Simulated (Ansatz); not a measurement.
Cd₄Se₃, before and after

The cell of Cd₄Se₃ is invented: species swapped into a database cell of W3N4 (Pm-3m, No. 221), with Se on the W sites and Cd on the N sites. Its size is a rough estimate.

start.cif

```cif
data_structure
_symmetry_space_group_name_H-M 'Pm-3m'
_symmetry_Int_Tables_number 221
_cell_length_a 5.2696
_cell_length_b 5.2696
_cell_length_c 5.2696
_cell_angle_alpha 90.000
_cell_angle_beta 90.000
_cell_angle_gamma 90.000
_cell_volume 146.33
loop_
_atom_site_label
_atom_site_type_symbol
_atom_site_symmetry_multiplicity
_atom_site_Wyckoff_symbol
_atom_site_fract_x
_atom_site_fract_y
_atom_site_fract_z
_atom_site_occupancy
Cd1 Cd 1 b 0.50000 0.50000 0.50000 1
Cd2 Cd 3 d 0.50000 0.00000 0.00000 1
Se1 Se 3 c 0.50000 0.50000 0.00000 1
```

Computed with Ansatz, DFT PBE, scalar-relativistic, plane waves, PAW. Cutoff 420 eV, Gaussian smearing, Γ-centred meshes. Cell and atoms relax first on a coarse mesh, the cell is then made exact in the group found at 0.06 to 0.08 Å, and last on a converged mesh; the steps can't lower the symmetry of their start. No spin polarisation.

end.cif

```cif
data_structure
_symmetry_space_group_name_H-M 'Pm-3m'
_symmetry_Int_Tables_number 221
_cell_length_a 5.7157
_cell_length_b 5.7157
_cell_length_c 5.7157
_cell_angle_alpha 90.000
_cell_angle_beta 90.000
_cell_angle_gamma 90.000
_cell_volume 186.73
loop_
_atom_site_label
_atom_site_type_symbol
_atom_site_symmetry_multiplicity
_atom_site_Wyckoff_symbol
_atom_site_fract_x
_atom_site_fract_y
_atom_site_fract_z
_atom_site_occupancy
Cd1 Cd 1 b 0.50000 0.50000 0.50000 1
Cd2 Cd 3 d 0.50000 0.00000 0.00000 1
Se1 Se 3 c 0.50000 0.50000 0.00000 1
```

The symmetry stays Pm-3m (No. 221). The volume per atom grows by 27.6 %, from 20.9 to 26.7 Å³. The shortest distance goes from 2.63 Å (Cd–Se) to 2.86 Å (Cd–Se).

For Cd₄Se₃, the volume per atom is 26.68 Å³. The density is 6.11 g/cm³. The formation energy is −0.27 eV/atom and the gap on the 6×6×6 mesh of the 7-atom cell is 0 eV (a metal).

Energies over the elements count from the elements' standard structures at the same level, with no fitted energy shifts.

The last run used Gaussian smearing of 0.10 eV. The reference form of Se is held partly by dispersion forces, which this level lacks. Symmetry constrained the relaxation, so the result can be a saddle point. Another cell of the same search, in P1, lies 191 meV/atom lower, so this cell isn't the stable form at this level.
